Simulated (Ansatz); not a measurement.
**What settings do to one calculation: rocksalt alloy of AgCl and AgBr (2 of 8 Cl sites exchanged), 16 atoms with displaced atoms**

Ansatz (PAW, plane waves), atoms fixed. The base input:

```yaml
crystal:
  lattice:
    - [11.036291, 0.000000, 0.000000]
    - [0.000000, 5.518145, 0.000000]
    - [0.000000, 0.000000, 5.518145]
  atoms:
    - { symbol: Cl, position: [0.251427, 0.998050, 0.000172] }
    - { symbol: Cl, position: [0.751142, 0.997527, 0.002093] }
    - { symbol: Cl, position: [0.994907, 0.502464, 0.980312] }
    - { symbol: Cl, position: [0.998912, 0.007857, 0.503076] }
    - { symbol: Cl, position: [0.254936, 0.500411, 0.504513] }
    - { symbol: Cl, position: [0.753386, 0.511367, 0.495608] }
    - { symbol: Br, position: [0.508044, 0.500022, 0.984287] }
    - { symbol: Br, position: [0.499389, 0.996613, 0.505401] }
    - { symbol: Ag, position: [0.000096, 0.002977, 0.992456] }
    - { symbol: Ag, position: [0.503650, 0.993233, 0.988030] }
    - { symbol: Ag, position: [0.252977, 0.500016, 0.993527] }
    - { symbol: Ag, position: [0.741185, 0.503934, 0.997272] }
    - { symbol: Ag, position: [0.254816, 0.003553, 0.491782] }
    - { symbol: Ag, position: [0.749622, 0.004415, 0.495197] }
    - { symbol: Ag, position: [0.001288, 0.490008, 0.495885] }
    - { symbol: Ag, position: [0.500807, 0.502652, 0.492308] }
kpoints:
  mp_grid: { grid: [2, 2, 2], shift: [0.5, 0.5, 0.5] }
hamiltonian:
  xc: pbesol
scf:
  occupations: { method: fermi_dirac, width: 0.01 }
output:
  forces: true
  eigenvalues: true
  stress: true
  populations: true
```

Command:

```sh
ansatz run in.yaml --threads 7 --pin off --max-ram 13300MiB --runs-dir r --events-out ev --progress --plain
```

It converged in 8 iterations and 4.1 s of wall time on 7 threads of a Neoverse-V2 processor, on a host shared with other runs; peak host memory 1.2 GiB; largest force component 0.74 eV/Å, pressure 0.03 GPa. The cutoff was the default, 420 eV. The base isn't a converged reference: it has few k points, and its atoms are unrelaxed. Each run below changes the keys shown and caps the iterations.

```
run                                                                                                         changed     ending  iterations  free energy less the base (meV per atom)  rms change of forces (eV/Å)  change of pressure (GPa)  wall time (s, shared host)
  1                                                                       xc_grid 2 (2 is the default), max_iter 70  converged           8                                       0.0                        0.000                      0.00                     3.1 CPU
  2                                                n_extra_bands 1, occupations fixed, max_iter 100, total_charge 1    refused           –                                         –                            –                         –                           –
  3                                                 max_iter 90, k points a 2×2×1 mesh centred on Γ, total_charge 2  converged          10                                other zero                        0.187                     -7.57                     1.8 CPU
  4                                                                                    n_extra_bands 1, max_iter 50  converged           8                                       0.0                        0.000                      0.00                     2.5 CPU
  5  accuracy low (cutoff and grids as in the base), xc revpbe, max_iter 100, k points the single k point (½, ½, ½)  converged           9                                other zero                        0.377                     20.15                     0.8 CPU
  6                                                                    dispersion rvv10, width 2.0 eV, max_iter 100    refused           –                                         –                            –                         –                           –
  7                                                                            initial_magnetization 1, max_iter 70  converged          14                                       0.0                        0.000                      0.00                     8.8 CPU
  8                                                              xc_grid 3 (2 is the default), xc rpbe, max_iter 80  converged           8                                other zero                        0.070                      7.74                     3.2 CPU
```

«Other zero»: another functional, charge or dispersion term moves the zero of energy, so the difference says nothing of accuracy.

Which changes leave the result alone, and which of the same physical model moves the forces most?

The forces move by under 0.002 eV/Å in runs 1, 4, 7. Among the runs with the same functional, charge and dispersion term, none moves them by over 0.01 eV/Å.

Why did some runs give no result?

- run 2: inconsistent input (scf.occupations.method, magnetization): a σ = 0 step fill (method: fixed, or a smearing width below the step floor) cannot realise an odd electron count (207) without a locked total moment — the per-k integer fill puts the same N_el/2 …
- run 6: inconsistent input (hamiltonian.dispersion, hamiltonian.xc): `dispersion: rvv10` has no transferable b for PBE exchange — Sabatini et al. (2013) fitted b=6.3 to rPW86, and the PBE refits of Peng & Perdew (2017) are task-dependent (b=6.6 S22 / b=10.0 layered). …
